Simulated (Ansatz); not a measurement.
# Band structure of CuAu

```yaml
crystal:
  lattice:
    - [2.80000, 0.00000, 0.00000]
    - [0.00000, 2.80000, 0.00000]
    - [0.00000, 0.00000, 3.67000]
  atoms:
    - { symbol: Cu, position: [0.50000, 0.50000, 0.50000] }
    - { symbol: Au, position: [0.00000, 0.00000, 0.00000] }
```

Atom numbers follow the list: Cu1, Au2.

The cell comes from COD entry 9004223, which wasn't checked; take it as a given geometry.

No spin–orbit coupling, which matters for the heavy atoms here.

The calculation used DFT, PBE, all-electron LAPW, scalar-relativistic (Ansatz 0.2.0).

Numerical set-up: a Γ-centred 13×13×10 k mesh, Fermi–Dirac smearing of 0.05 eV, basis error target 0.25 meV/atom, no spin polarisation.

Points in fractions of the reciprocal vectors of this cell: Γ (0, 0, 0), X (0, 0.5, 0), M (0.5, 0.5, 0), Z (0, 0, 0.5), R (0, 0.5, 0.5), A (0.5, 0.5, 0.5). The path joins them by straight lines in the order Γ–X–M–Γ–Z–R–A–Z–X; legs that retrace an earlier one aren't tabulated. Energies are in eV from the Fermi level.

**Question.** Is there a gap?

**Answer.** none: bands cross the Fermi level, a metal.

**Question.** List the levels between -20 and 7 eV at the symmetry points.

**Answer.** 
Γ: -9.95, -6.75, -6.59, -4.15 (×2), -3.07, -2.88, -2.17, -1.72, -1.49 (×2), 2.03
X: -6.85, -5.66, -5.47, -4.63, -4.18, -3.35, -3.09, -3.02, -2.44, -2.22, -0.89, -0.17
M: -7.28, -5.95 (×2), -5.73, -1.76, -1.71, -1.69, -1.65, -1.39 (×2), 0.57 (×2), 5.20, 6.88
Z: -8.10, -6.49, -6.02, -3.79 (×2), -3.78, -3.27, -2.81, -2.39, -2.36 (×2), -2.00
R: -7.10, -6.79, -4.60, -4.16, -4.15, -2.75, -1.88, -1.74, -1.61, -1.57, -1.16, -1.15, 2.71, 4.40
A: -6.75, -5.86 (×2), -3.58, -3.25, -3.24 (×2), -2.18, -1.69, -1.65, 5.34, 5.50 (×2), 6.24, 6.91
